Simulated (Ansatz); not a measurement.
In$_{2}$Bi in space group P6_3/mmc (No. 194; In on 2a, In on 2d, Bi on 2c) under volume change, r²SCAN (plane waves, PAW; program Ansatz), shape and atoms relaxed at each volume.

```tsv
V (Å³/atom)	E − E(relaxed) (meV/atom)	P (GPa)
26.384	[?]	[?]
27.254	14.8	2.91
28.124	3.5	1.32
28.994	0.0	0.00
29.863	3.1	-1.09
30.733	11.5	-2.01
31.603	[?]	[?]
```

Some entries are withheld; supply them.


- 31.603, E − E(relaxed) (meV/atom): 24.6
- 31.603, P (GPa): -2.79
- 26.384, E − E(relaxed) (meV/atom): 35.6
- 26.384, P (GPa): 4.84

What does a third-order Birch–Murnaghan fit give for V₀, B₀ and B′?

V₀ = 28.99 Å³/atom, B₀ = 40.2 GPa, B′ = 5.1.

The workflow started from an entry of the Crystallography Open Database (COD). Whether it is the stable phase at ambient conditions was not checked. The r²SCAN relaxation kept the symmetry of its start; its stability against distortions is not shown here. Spin–orbit coupling is left out wherever it is not named.

Potentials: the later of the program's two PAW sets.
